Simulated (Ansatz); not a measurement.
The following input was run with Ansatz 0.2.0.

```yaml
crystal:
  lattice:
    - [3.593, 0.0, 0.0]
    - [0.0, 3.593, 0.0]
    - [0.0, 0.0, 3.593]
  atoms:
    - { symbol: Mn, position: [0.0, 0.0, 0.0], spin: 3.9 }
    - { symbol: Ni, position: [0.0, 0.5, 0.5], spin: 0.82 }
    - { symbol: Ni, position: [0.5, 0.0, 0.5], spin: 0.82 }
    - { symbol: Ni, position: [0.5, 0.5, 0.0], spin: 0.82 }
basis:
  ecutwfc: 500
kpoints:
  mp_grid: { grid: [12, 12, 12] }
hamiltonian:
  xc: r2scan
scf:
  occupations: { method: gaussian, width: 0.1 }
output:
  forces: true
  stress: true
  eigenvalues: true
  populations: true
magnetization:
  spin_polarized: true
```

Command:
```bash
ansatz run input.yaml --threads 1 --pin off --max-ram 2560MiB --backend cpu --events-out ev --progress --plain --runs-dir out
```

Level of theory: DFT r2SCAN, scalar-relativistic, plane waves, PAW (Ansatz 0.2.0).

Abridged output (final results; tables in files aren't shown):

```
SCF 1 converged in 23 iterations: F = -21440.651453 eV  dr2 = 1.40e-9
this state was not tested for a lower state beside it, because the mixer in use, unlike msr1, does not test its closes by its own steps (another_mixer; see scf.mixing.algorithm and scf.lower_state_search)
SCF converged after 23 iterations
Magnetization: 5.6591 μB (37.3295 up, 31.6705 down)
Absolute magnetization: 6.5371 μB (∫|ρ↑−ρ↓|, with the PAW one-centre terms)
Spin contamination: 0.2640 ħ² per cell (⟨S²⟩ above its minimum at these occupations)
Per-site moments (μB) at R_I (Å): [(3.61668102, 1.04801179), (0.74997440, 1.04801179), (0.74997440, 1.04801179), (0.74997440, 1.04801179)]
Free energy (F): -21440.651453 eV
Harris-Foulkes:  -21440.651453 eV  (|F-HF|=6.69e-10)
Internal energy: -21440.642463 eV  (E = F + TS)
E sigma→0 (E₀):  -21440.646958 eV
Entropy (-TS):   -0.008990 eV (-2.247 meV/atom)
Fermi energy:    17.127838 eV
--- Per-component energies (eV) ---
  E_band       = -1188.633152
  E_kinetic    = 1147.384143
  E_local      = -12367.253787  (includes V_loc(G=0)·N_el)
  E_nonlocal   = 2168.552710
  E_hartree    = 5168.813161
  E_xc         = -344.803831
  E_vxc        = -510.892082  (∫ρ·V_xc dr)
  E_paw        = -6246.395766  (= ΣΔE_a)
  E_vpaw       = -2001.277264  (= ΣTr[D̂ρ^β])
  E_aug_tail   = 0.000649  (compensation charges beyond the density's cutoff)
  E_vtau       = 37.221074  (kinetic-family band-sum trace: ∫τ·v_τ [+ j·A + Jᵃ·Aᵃ] dr)
  E_ewald      = -10965.756493
  E_core_change = -1.183249  (= ΣΔE_core)
  E_smearing   = -0.008990  (= −TS)
--- Forces (eV/Å), atoms counted from 1 ---
  atom   1  Mn     0.00000000     0.00000000     0.00000000
  atom   2  Ni     0.00000000     0.00000000     0.00000000
  atom   3  Ni     0.00000000     0.00000000     0.00000000
  atom   4  Ni     0.00000000     0.00000000     0.00000000
--- Stress (GPa, compression-positive) ---
       -6.432623       0.000000       0.000000
        0.000000      -6.432623       0.000000
        0.000000       0.000000      -6.432623
  P = ⅓ Tr σ = -6.4326 GPa (-64.326 kbar)
--- Band table (eV; the first three rows and the last of 168) ---
  k-point 0 ↑: bands = ["-90.3236", "-90.2984", "-90.2984", "-67.0617", "-49.2821", "-49.2821", "-49.2821", "-49.1812", "-49.1812", "-49.1812", "-49.1576", "-49.1576", "-49.1576", "-34.5356", "-34.5356", "-34.5356", "8.2030", "11.9815", "11.9815", "12.6723", "12.6864", "12.6864", "12.6864", "14.4857", "14.4857", "14.4857", "15.6089", "15.6089", "16.0913", "16.2098", "16.2098", "16.2098", "16.4680", "16.4680", "16.7965", "16.7965", "16.7965", "19.6620", "19.6620", "19.6620", "26.2400", "26.2400", "26.7620", "31.4706", "31.4706", "31.4706"]
  k-point 1 ↑: bands = ["-90.3232", "-90.2988", "-90.2984", "-67.0617", "-49.2811", "-49.2811", "-49.2803", "-49.1815", "-49.1815", "-49.1812", "-49.1596", "-49.1584", "-49.1584", "-34.5361", "-34.5356", "-34.5356", "8.2942", "12.0119", "12.0266", "12.7043", "12.7146", "12.7182", "12.7182", "14.4524", "14.5112", "14.5112", "15.5777", "15.6204", "16.0636", "16.0964", "16.0964", "16.2099", "16.4291", "16.4436", "16.6621", "16.6621", "16.7964", "19.1765", "19.9389", "19.9389", "26.2632", "26.4970", "27.1543", "31.1610", "31.1985", "31.1985"]
  k-point 2 ↑: bands = ["-90.3221", "-90.2999", "-90.2984", "-67.0617", "-49.2782", "-49.2782", "-49.2750", "-49.1824", "-49.1824", "-49.1814", "-49.1651", "-49.1603", "-49.1603", "-34.5375", "-34.5357", "-34.5357", "8.5650", "12.0848", "12.1553", "12.7977", "12.7984", "12.8136", "12.8136", "14.3554", "14.5870", "14.5870", "15.4878", "15.6540", "15.7528", "15.7528", "15.9785", "16.2101", "16.3161", "16.3781", "16.4130", "16.4130", "16.7963", "18.0942", "20.6259", "20.6259", "26.3360", "26.6233", "28.6103", "30.1950", "30.1950", "30.4219"]
  k-point 83 ↓: bands = ["-88.9587", "-88.9587", "-88.9587", "-61.8679", "-47.9813", "-47.9554", "-47.9554", "-47.9554", "-47.8440", "-47.8440", "-47.8440", "-47.8184", "-47.8184", "-29.3741", "-29.3741", "-29.3741", "13.0452", "13.0452", "13.0452", "13.0864", "15.6339", "15.6339", "15.6339", "15.7413", "15.7413", "15.7413", "16.0525", "16.0525", "16.5100", "16.7042", "16.7042", "16.7042", "17.7162", "17.7162", "17.7162", "19.3637", "19.3637", "19.3637", "20.4217", "20.4217", "24.4787", "24.4787", "24.4787", "24.9923", "38.6408", "38.6408"]
--- Löwdin populations: 4 sites ---
  site symbol q [e]    m [muB]
     0     Mn     14.6618     3.8339
     1     Ni     17.8048     0.7033
     2     Ni     17.8048     0.7033
     3     Ni     17.8048     0.7033
  spilling = 0.013388 (of n_electrons = 69.000000)
```

The calculation finished and met its thresholds.

The run took 2.3 min on 1 thread of Arm Neoverse V1, with other jobs on the host, peak memory 0.7 GiB.

The state reached may not be the lowest one. Only parallel moments were tried here.